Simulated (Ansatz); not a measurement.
Ba$_{3}$PbO (anti-perovskite)

```yaml
crystal:
  lattice:
    - [5.34528, 0.00000, 0.00000]
    - [0.00000, 5.34528, 0.00000]
    - [0.00000, 0.00000, 5.34528]
  atoms:
    - { symbol: Ba, position: [0.50000, 0.00000, 0.50000] }
    - { symbol: Ba, position: [0.00000, 0.50000, 0.50000] }
    - { symbol: Ba, position: [0.50000, 0.50000, 0.00000] }
    - { symbol: Pb, position: [0.00000, 0.00000, 0.00000] }
    - { symbol: O, position: [0.50000, 0.50000, 0.50000] }
```

The slice is a {100} plane (indices of the conventional cell) through the point (0.500, 0.500, 0.500) (fractional), spanned by u = [100] and v = [010] in vectors of this cell: u (5.35 Å) and v (5.35 Å, at 90° to u). It covers one period; positions are fractions (u, v).

Level of theory: LDA (plane waves to 420 eV, PAW, scalar-relativistic; Ansatz, a quantum-chemistry and plane-wave program). k mesh 9×9×9. Inside the PAW spheres the values are not all-electron values, and peaks at nuclei hang on which shells count as valence. At this level the bands of Ba3PbO touch or barely overlap. Ba3PbO was relaxed with its symmetry unable to fall. Spin-orbit coupling is left out, though Pb is heavy.

What is the ELF at the density minimum of the shortest Ba–O line in this plane (2.67 Å)?

0.15.

Sketch the valence electron density on this plane as a map.


```
|@@@#*+---=+***+=-=+***+=---+*#@@|
|@@%#+=---=+****+++****+=---=+#%@|
|%##*+=-::-=+*********+=-::-=+*##|
|**++=-:::-=++*******++=-:::-=++*|
|++==-::..:-=++*****++=-:..::-==+|
|=---::....:-==+++++==-:....::---|
|---::..   .::--===--::.   ..::--|
|---::..    ..:::-:::..    ..::--|
|===--:.      .......      .:--==|
|+++==-:.                 .:-==++|
|***++=-:.               .:-=++**|
|****++=:.               .:=++***|
|*****+=-:.             .:-=+****|
|++****+-:.             .:-+****+|
|-=+***+=:.             .:=+***+=|
|:-+***+=-.             .-=+***+-|
|-=+***+=:.             .:=+***+=|
|++****+-:.             .:-+****+|
|*****+=-:.             .:-=+****|
|****++=:.               .:=++***|
|***++=-:.               .:-=++**|
|+++==-:.                 .:-==++|
|===--:.      .......      .:--==|
|---::..    ..:::-:::..    ..::--|
|---::..   .::--===--::.   ..::--|
|=---::....:-==+++++==-:....::---|
|++==-::..:-=++*****++=-:..::-==+|
|**++=-:::-=++*******++=-:::-=++*|
|%##*+=-::-=+*********+=-::-=+*##|
|@@%#+=---=+****+++****+=---=+#%@|
|@@@#*+---=+***+=-=+***+=---+*#@@|
|@@@%*+=--=+***+-:-+***+=--=+*%@@|
```
Scale: ten equal steps from -1.36 (start of ' ') to 0.88 (end of '@'), in the order ' .:-=+*#%@'. Values: log₁₀ of the valence density in e/Å³. The map has 32 points along u (one character each, u = 0 at the left) and 32 along v (v = 0 in the bottom row). The scale is logarithmic, as a density can span decades between atoms and voids.
